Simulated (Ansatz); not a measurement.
Here is the system:

SiGe (CsCl type, Pm-3m), a = 3.180 Å, b = 3.180 Å, c = 3.180 Å, α = 90.00°, β = 90.00°, γ = 90.00°.

This is the LDA-relaxed structure.

Question: All from plane-wave PAW LDA (Ansatz code), unless another level is named. Predict the highest zone-centre frequency.

Answer: 141 cm⁻¹.

Question: Give the bulk modulus (Birch–Murnaghan fit).

Answer: 87.0 GPa.

A made-up cell: these elements were put on the sites of a structure type; neither database checked (COD, Materials Project) lists it. Its standing as an ambient phase is unchecked. The cell was relaxed with LDA under the symmetry of its start. At this level the phase is dynamically unstable (imaginary phonons). As this level gives no gap, phonon frequencies hold no LO–TO term and depend on the k-mesh and smearing (Fermi–Dirac, 0.1 eV here). On the denser mesh and wider smearing of the elastic run this cell carries a stress of 0.4 GPa.

Potentials: the later of the program's two PAW sets.
